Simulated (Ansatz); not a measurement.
Formation energies in the Cl–Mo system, lowest calculated structure of each composition. These are PBEsol (plane waves to 420 eV, PAW, scalar-relativistic; Ansatz, an electronic-structure program) values and carry that method's errors. Element references, the lowest calculated here: Cl (Cmce), Mo (Im-3m); gases are represented by their molecular solids.

```tsv
phase	x(Mo)	space group	E_f (eV/atom)	above hull (eV/atom)
Cl	0.000	Cmce	0.00	0.00
MoCl6	0.143	P-31m	-0.75	0.00
MoCl2	0.333	Cmc2₁	-0.21	0.37
Mo	1.000	Im-3m	0.00	0.00
```

For MoCl2 a lower structure may exist, so the energies are upper bounds and are not judged. On the hull: MoCl6.

This is the hull of the energies calculated here, no anion corrections; phases that were not calculated are missing from it. Values are rounded to 0.01 eV/atom. Not shown to be the ambient phase of their composition (a lower form may be missing, and a cell relaxed within its start's symmetry can be a saddle point): MoCl2 (Cmc2₁). The compounds carry no spin polarisation. A magnetic state may lie lower. The d or f electrons are treated with no Hubbard U.
